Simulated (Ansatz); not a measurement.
NbAs$_{2}$ (space group C2/m)

```
NbAs2
1.0
    4.66689    -1.68068     0.00000
    4.66689     1.68068     0.00000
   -3.81386     0.00000     6.77288
Nb As
2 4
Direct
  0.15681   0.15681   0.19561
  0.84319   0.84319   0.80439
  0.85882   0.85882   0.47174
  0.14118   0.14118   0.52826
  0.59481   0.59481   0.89178
  0.40519   0.40519   0.10822
```

The slice is a (001) plane (indices of the conventional cell) through the point (0.405, 0.405, 0.108) (fractional), spanned by u = [1 -1 0] and v = [110] in vectors of this cell: u (3.36 Å) and v (9.33 Å, at 90° to u). It covers one period; positions are fractions (u, v).

Computed with PBEsol (plane waves to 420 eV, PAW, scalar-relativistic; Ansatz, a quantum-chemistry and plane-wave program). k mesh 15×15×7. These are valence fields of a PAW run, semicore shells included where kept as valence: close to a nucleus they are smooth pseudo fields. At this level the bands of NbAs2 touch or barely overlap. NbAs2 is run without spin polarisation. NbAs2 was relaxed with its symmetry unable to fall.

### Question
Predict the map of the valence electron density on the slice.

### Answer
```
|75210125|
|32100012|
|21100011|
|32111112|
|54211124|
|65211125|
|43211123|
|22223222|
|12357532|
|01379731|
|01257521|
|00123210|
|00112110|
|11123211|
|11245421|
|11256521|
|11234321|
|32222222|
|75321235|
|97310137|
```
Scale: ten equal steps from -1.07 (start of '0') to 1.53 (end of '9'), in the order '0123456789'. Values: log₁₀ of the valence density in e/Å³. The map has 8 points along u (one character each, u = 0 at the left) and 20 along v (v = 0 in the bottom row). The scale is logarithmic, as a density can span decades between atoms and voids.
